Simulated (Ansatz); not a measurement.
TaAs (CsCl type, Pm-3m) under volume change, DFT-PBEsol in the program Ansatz with PAW potentials, scaled uniformly.

```tsv
V (Å³/atom)	E − E(relaxed) (meV/atom)	P (GPa)
14.617	93.9	22.63
15.099	39.4	13.84
15.581	9.3	6.37
16.062	0.0	0.00
16.544	[?]	[?]
17.026	31.8	-10.03
17.508	[?]	[?]
```

Question: Complete the blanks.

Answer: 
- 16.544, E − E(relaxed) (meV/atom): 8.4
- 16.544, P (GPa): -5.42
- 17.508, E − E(relaxed) (meV/atom): 68.0
- 17.508, P (GPa): -13.94

Question: What does a third-order Birch–Murnaghan fit give for V₀, B₀ and B′?

Answer: V₀ = 16.06 Å³/atom, B₀ = 195 GPa, B′ = 4.4.

The cell is a constructed one: a structure type filled with these elements; neither database checked (COD, Materials Project) lists it. It is not the phase usual at ambient conditions (space group No. 109). Symmetry was held in the PBEsol relaxation; whether a distortion lowers the energy is not shown. The run is not spin-polarised. Scalar-relativistic: spin–orbit coupling is off unless named, which matters more the heavier the elements.

Potentials: the earlier of the program's two PAW sets. The files were generated under PBE; for other functionals the program regenerates the frozen cores, and for LDA and PBEsol the local potential too.
